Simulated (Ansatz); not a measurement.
RuS$_{2}$:
```
CELL_PARAMETERS angstrom
      5.63197     0.00000     0.00000
      0.00000     5.63197     0.00000
      0.00000     0.00000     5.63197
ATOMIC_POSITIONS crystal
  Ru 0.00000 0.50000 0.50000
  Ru 0.50000 0.50000 0.00000
  Ru 0.50000 0.00000 0.50000
  Ru 0.00000 0.00000 0.00000
  S  0.38792 0.11208 0.88792
  S  0.61208 0.88792 0.11208
  S  0.11208 0.88792 0.38792
  S  0.88792 0.11208 0.61208
  S  0.88792 0.38792 0.11208
  S  0.11208 0.61208 0.88792
  S  0.61208 0.61208 0.61208
  S  0.38792 0.38792 0.38792
```

Relaxed with r²SCAN. Special points in fractions of this cell's reciprocal vectors: Γ (0.000, 0.000, 0.000); X (0.000, 0.500, 0.000); M (0.500, 0.500, 0.000); R (0.500, 0.500, 0.500); X1 (0.500, 0.000, 0.000).

Problem. List the band energies nearest the valence-band maximum at these points for r²SCAN (plane waves, PAW; program Ansatz).

Solution. In eV from the valence-band maximum; about four levels below and three above (degenerate sets whole), none deeper than 8.9 eV; points with the same levels are listed once.

| k | below | above |
|---|---|---|
| Γ | -0.53 -0.53 -0.53 -0.27 | 0.88 2.83 2.83 2.83 |
| X | -0.29 -0.29 -0.02 -0.02 | 2.32 2.32 2.48 2.48 |
| M | -0.11 -0.11 -0.11 -0.11 | 2.68 2.68 2.68 2.68 |
| R | -0.71 -0.71 -0.71 -0.71 | 2.54 2.54 2.54 2.54 |

Space group Pa-3. The r²SCAN relaxation kept the symmetry of its start. No spin polarisation was allowed. Scalar-relativistic: spin–orbit coupling is off unless named, which matters more the heavier the elements.

Potentials: the later of the program's two PAW sets.
